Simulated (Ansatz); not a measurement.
A relaxed cell of Sb2P3H is given with its symmetry left out. The cell was found from a structure generator's guess, not taken from experiment.

The calculation used DFT PBE, scalar-relativistic, plane waves, PAW (Ansatz). Cutoff 420 eV, Γ-centred mesh, Gaussian smearing, no spin polarisation.

```
Sb H P
1.0
     5.22836    0.00000    0.00000
     0.00000    5.22836    0.00000
     0.00000    0.00000    5.79521
Sb H P
2 1 3
Direct
  0.00000 0.50000 0.00000
  0.50000 0.00000 0.00000
  0.50000 0.50000 0.50000
  0.50000 0.50000 0.21036
  0.50000 0.50000 0.78964
  0.00000 0.00000 0.00000
```

The zero of energy is the elements' standard structures at the same level (H₂ as a molecule); no fitted shifts are applied. The references include black phosphorus.

Problem. What space group does it have?

Solution. P4/mmm (No. 123). Conventional cell: a = 5.228 Å, c = 5.795 Å. Sb is surrounded by 2 P at 2.61 Å and 4 P at 2.88 Å; around H lie 2 P at 1.68 Å; P on a site of symmetry 4mm has 1 H at 1.68 Å, 1 P at 2.44 Å and 4 Sb at 2.88 Å; P on a site of symmetry 4/mmm has 4 Sb at 2.61 Å.

Problem. How far does it lie from the elements in energy?

Solution. +0.48 eV/atom. A positive value: parting into the elements would lower its energy.

Problem. Is it a metal?

Solution. Yes, bands cross the Fermi level on the 8×8×8 mesh.

The last run used an 8×8×8 mesh for its 6-atom cell and Gaussian smearing of 0.10 eV. These runs have no spin–orbit coupling, which can matter for Sb. The reference form of P is held partly by dispersion forces, which this level lacks. With hydrogen, zero-point motion can shift formation energies by some tens of meV/atom. Symmetry constrained the relaxation, so the result can be a saddle point. Another cell of Sb2P3H relaxed alike, in P-4m2, lies 192 meV/atom lower, so this cell isn't the stable form at this level.
